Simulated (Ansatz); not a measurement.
## SnAs at 10 GPa (stress–strain coefficients): relaxed-ion elastic tensor

Level of theory: DFT LDA, scalar-relativistic, plane waves, PAW in Ansatz. Plane waves to 420 eV; Γ-centred k mesh 14×14×14; Fermi-Dirac smearing of 0.15 eV. No spin polarisation.

The cell, relaxed at 10 GPa:
```
Sn As
1.0
     0.00000    2.74052    2.74052
     2.74052    0.00000    2.74052
     2.74052    2.74052    0.00000
Sn As
1 1
Cartesian
  0.0000 0.0000 0.0000
  2.7405 2.7405 2.7405
```

In a metal, frequencies and elastic constants depend on the k mesh and the smearing, soft modes and shear constants most. Other phases may be more stable at this pressure.

Task: Give the relaxed-ion elastic constants (GPa, Voigt order xx yy zz yz xz xy, on the axes of the cell above).

Result:
C11 = 266.9, C12 = 47.9, C13 = 47.9, C22 = 266.9, C23 = 47.9, C33 = 266.9, C44 = 30.2, C55 = 30.2, C66 = 30.2 GPa; the others vanish.

Task: Is the crystal stable against homogeneous strain?

Result: Yes: the least eigenvalue of the tensor is 30.2 GPa.

Task: And the moduli of a polycrystal (Hill averages)?

Result: B = 121 GPa, G = 52 GPa, E = 137 GPa, ν = 0.31.

Cost: 1 run of about 1.9 core-minutes, on Arm Neoverse V1 (shared hosts).